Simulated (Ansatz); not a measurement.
Values for one crystal, relaxed and computed with plane-wave PAW r²SCAN (Ansatz code); other levels are named.

| Quantity | Result |
|---|---|
| Volume per atom | 19.98 Å³ |
| Electronic character | metallic (no gap) |
| Elastic constants (relaxed ions, GPa) | C11 = 277, C12 = 54.6, C44 = -9.4 |
| Formation energy from the elements (no fitted shifts) | 1.22 eV/atom |
| Gap with spin–orbit coupling | none (metallic) |
| Density of states at the Fermi level | 1.3 states/eV per atom (mean over ±0.08 eV) |
| Bulk modulus (Birch–Murnaghan fit) | 129 GPa |

**Question.** Pick the material that matches.
A. AgAu, L1₀ or tetragonal B2
B. TaAg, Pmma (Ag on 2e, Ta on 2f)
C. NbAg, rock salt
D. AgW, L1₀ or tetragonal B2

**Answer.** C, NbAg, rock salt

Space group Fm-3m (rock salt). The start of the workflow was typed in or built on a structure type; neither database checked (COD, Materials Project) lists it. Its standing as an ambient phase is unchecked. The r²SCAN relaxation kept the symmetry of its start. At this level the phase is mechanically unstable. No spin polarisation was allowed. Its formation energy is positive at this level, so the cell may be metastable or incomplete. As this level gives no gap, shear constants depend on the k-mesh and smearing (Fermi–Dirac, 0.1 eV here). The references are the lowest solids computed at this level, not always the standard phases. Spin–orbit coupling is left out wherever it is not named.

Potentials: the earlier of the program's two PAW sets.
